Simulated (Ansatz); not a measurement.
# Computed properties of Na$_{2}$PdSe$_{2}$

Na₂PdSe₂:
```
CELL_PARAMETERS angstrom
      1.85562    -5.35203     0.00000
      1.85562     5.35203     0.00000
      0.00000     0.00000    11.32142
ATOMIC_POSITIONS crystal
  Na 0.43645 0.56355 0.37271
  Na 0.56355 0.43645 0.87271
  Na 0.82429 0.17571 0.09323
  Na 0.17571 0.82429 0.59323
  Pd 0.13520 0.86480 0.25156
  Pd 0.86480 0.13520 0.75156
  Se 0.72228 0.27772 0.37260
  Se 0.27772 0.72228 0.87260
  Se 0.54680 0.45320 0.13190
  Se 0.45320 0.54680 0.63190
```

Space group Cmc2_1 (No. 36); conventional cell a = 3.7112 Å, b = 10.7041 Å, c = 11.3214 Å, α = β = γ = 90.00°.

Method: r²SCAN (plane waves, PAW; program Ansatz). Structure relaxed to zero pressure with the same functional. Other levels are named where they apply.

### Cell and energy

- Volume per atom: 22.49 Å³
- Density: 4.58 g/cm³
- Formation energy from the elements (no fitted shifts): -0.96 eV/atom

### Electronic structure

Band gap: 0.91 eV (indirect)
Valence-band maximum: at Y (k = 0.500, 0.500, 0.000 in fractions of the reciprocal vectors)
Conduction-band minimum: on the Σ0–Γ line, 56 % of the way from Σ0 (k = 0.122, 0.125, 0.000 in fractions of the reciprocal vectors) (2 equivalent valleys)
Smallest direct gap on the standard path: 1.43 eV
Hole effective mass: 0.77, 1.3, 1.9 mₑ (principal values)

### Mechanics

* **Bulk modulus (Birch–Murnaghan fit)**: 34.5 GPa
* **Pressure derivative B′**: 4.7

### Charges

- Bader charges: Na +0.84 to +0.86, Pd +0.01, Se -0.86 to -0.85 e

The workflow started from a Materials Project entry (that database holds measured and hypothetical structures alike); the Crystallography Open Database copy checked does not list it. Its standing as an ambient phase is unchecked. The r²SCAN relaxation kept the symmetry of its start; its stability against distortions is not shown here. No spin polarisation was allowed. The references are the lowest solids computed at this level, not always the standard phases. Scalar-relativistic: spin–orbit coupling is off unless named, which matters more the heavier the elements.

Potentials: the later of the program's two PAW sets.
